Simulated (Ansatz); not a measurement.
## Trial structures of MgCd2SO2: starts and ends

All numbers below come from DFT PBE, scalar-relativistic, plane waves, PAW in Ansatz. All cells share a 420 eV cutoff and Γ-centred k meshes spaced at most about 0.3 Å⁻¹ (about 0.25 or finer for metals, 2π included). No spin polarisation in the final relaxations.

Each guess was relaxed in cell and atoms at zero pressure, within the symmetry of its start. Temperature and zero-point effects are left out. Coordination counts O or S atoms around Cd and Mg (for each partner element, those within 1.25 times its shortest distance or 1.15 times the sum of covalent radii, where it is the nearest in units of that sum or under 1.3; a plus sign parts groups by distance over the sum of covalent radii; the shortest distance is added where it exceeds 1.18 times the sum of covalent radii).

| guess | made from | start group | V start (Å³/atom) | end group | V end (Å³/atom) | coordination at the end | gap on mesh (eV) | E over the lowest end (meV/atom) |
| --- | --- | --- | --- | --- | --- | --- | --- | --- |
| 1 | random cell | I4/mmm | 19.7 | I4/mmm | 16.5 | Mg 2+4, Cd 4 | 0.19 | 0 |
| 2 | random cell | P-3m1 | 17.4 | P-3m1 | 17.9 | Mg 2, Cd 6 | 0 | 227 |
| 3 | PrSi2Mo2C type | P4/mmm | 16.0 | P4/mmm | 16.5 | Mg 2, Cd 4 from 2.5 Å | 0 | 938 |
| 4 | random cell | P4mm | 21.8 | P4mm | 19.2 | Mg 1, Cd 1+2 | 0 | 1044 |
| 5 | LiCa2NiN2 type | Pmmm | 18.4 | ? | ? | ? | ? | ? |

Guess 5 as it starts:

```cif
data_structure
_symmetry_space_group_name_H-M 'P 1'
_symmetry_Int_Tables_number 1
_cell_length_a 3.7331
_cell_length_b 4.1421
_cell_length_c 7.1279
_cell_angle_alpha 90.000
_cell_angle_beta 90.000
_cell_angle_gamma 90.000
_cell_volume 110.22
loop_
_atom_site_label
_atom_site_type_symbol
_atom_site_fract_x
_atom_site_fract_y
_atom_site_fract_z
_atom_site_occupancy
Mg1 Mg 0.50000 0.50000 0.50000 1
Cd1 Cd 0.00000 0.00000 0.74705 1
Cd2 Cd 0.00000 0.00000 0.25295 1
S1 S 0.50000 0.50000 0.00000 1
O1 O 0.50000 0.00000 0.50000 1
O2 O 0.00000 0.50000 0.00000 1
```

Task: Fill in the missing row: what does this guess relax into, and where does it rank?

Result: It ends in space group Pmmm (No. 47), with a = 3.809 Å, b = 4.570 Å, c = 5.701 Å, 16.5 Å³/atom and no gap. It lies 0.49 eV/atom over the lowest end, above guess 2 and below guess 3. Counting O or S atoms around Cd and Mg, this end has Mg 2+2, Cd 4 and the lowest (guess 1) has Mg 2+4, Cd 4.

```
Mg Cd S O
1.0
     3.80909    0.00000    0.00000
     0.00000    4.57020    0.00000
     0.00000    0.00000    5.70068
Mg Cd S O
1 2 1 2
Direct
  0.50000 0.50000 0.50000
  0.00000 0.00000 0.25402
  0.00000 0.00000 0.74598
  0.50000 0.50000 0.00000
  0.00000 0.50000 0.50000
  0.50000 0.00000 0.00000
```

Energies over the elements count from the elements' standard structures at the same level (O₂ as a molecule), with no fitted energy shifts.

Task: Is the lowest end bound against the elements?

Result: Yes: its formation energy is −1.090 eV/atom. It lies below the elements, which doesn't yet make it stable against other compounds or structures.

Kohn–Sham gaps at this level usually fall short of measured ones. The zero gap of P-3m1 may come from the functional, which often closes small gaps. A magnetic state wasn't ruled out in cells without spin, among them I4/mmm, P4mm. The reference form of S is held partly by dispersion forces, which this level lacks. Cells relaxed within their symmetry can be saddle points. A lower structure may well exist outside this small set. Some candidate types were left out of the draw beforehand, so a known form may be missing.
